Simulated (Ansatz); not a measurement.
SiO2:
```
CELL_PARAMETERS angstrom
      0.00000     9.49776     3.20832
      9.49678     0.00000     3.20832
      9.49678     9.49776     0.00000
ATOMIC_POSITIONS crystal
  Si 0.49408 0.49408 0.00592
  Si 0.24408 0.24408 0.75592
  Si 0.84466 0.90348 0.49109
  Si 0.90348 0.84466 0.76077
  Si 0.75891 0.48923 0.40534
  Si 0.48923 0.75891 0.34652
  Si 0.24895 0.97925 0.35646
  Si 0.97925 0.24895 0.41535
  Si 0.89354 0.83465 0.00105
  Si 0.83465 0.89354 0.27075
  O  0.62869 0.64801 0.76375
  O  0.64801 0.62869 0.95956
  O  0.48625 0.29044 0.62131
  O  0.29044 0.48625 0.60199
  O  0.44771 0.25191 0.14050
  O  0.25191 0.44771 0.15988
  O  0.10950 0.09012 0.80229
  O  0.09012 0.10950 0.99809
  O  0.36910 0.86908 0.32078
  O  0.86908 0.36910 0.44105
  O  0.92922 0.80895 0.88090
  O  0.80895 0.92922 0.38092
  O  0.09481 0.85611 0.59499
  O  0.85611 0.09481 0.45410
  O  0.65501 0.79590 0.15519
  O  0.79590 0.65501 0.39389
  O  0.08319 0.94219 0.36790
  O  0.94219 0.08319 0.60672
  O  0.88210 0.64328 0.16681
  O  0.64328 0.88210 0.30781
```

Relaxed with r²SCAN. Independent-particle spectrum: no excitons, no local fields, no scissors shift; 0.1 eV broadening; ε₁ of the summed bands alone.

Tabulate the dielectric function from DFT-r²SCAN in the program Ansatz with PAW potentials.



```
E (eV)  ε₁ xx  ε₂ xx  ε₁ zz  ε₂ zz
------  -----  -----  -----  -----
0.0      1.79   0.00   1.79   0.00
0.5      1.79   0.00   1.79   0.00
1.0      1.80   0.00   1.79   0.00
1.5      1.80   0.00   1.80   0.00
2.0      1.81   0.00   1.81   0.00
2.5      1.82   0.00   1.82   0.00
3.0      1.84   0.00   1.83   0.00
3.5      1.85   0.00   1.85   0.00
4.0      1.88   0.00   1.88   0.00
4.5      1.90   0.00   1.90   0.00
5.0      1.93   0.00   1.93   0.00
5.5      1.97   0.00   1.97   0.00
6.0      2.02   0.00   2.02   0.00
6.5      2.08   0.00   2.08   0.00
7.0      2.17   0.00   2.17   0.00
7.5      2.28   0.00   2.29   0.01
8.0      2.48   0.03   2.47   0.03
8.5      2.74   0.30   2.81   0.28
9.0      2.75   0.63   2.78   0.63
9.5      2.65   0.75   2.72   0.74
10.0     2.80   0.85   2.99   0.92
10.5     2.79   1.56   2.68   2.09
11.0     2.59   1.53   1.66   1.88
11.5     1.67   2.15   1.54   1.37
12.0     1.74   1.32   1.96   1.37
```

From ε at 8.4 eV (xx: 2.73 + 0.22i), find n, k, the normal reflectivity and the absorption coefficient.

n = 1.65, k = 0.067, R = 6 %, α = 2kE/ħc = 57000 cm⁻¹.

With all bands, ε∞ without local fields is 1.92 (xx = yy), 1.92 (zz).

Space group I-42d. The start of the workflow was typed in or built on a structure type; the Crystallography Open Database copy checked does not list it. It is not the phase usual at ambient conditions (space group No. 92, 152, 154). The cell was relaxed with r²SCAN under the symmetry of its start; whether a distortion lowers the energy is not shown.

Potentials: the later of the program's two PAW sets.
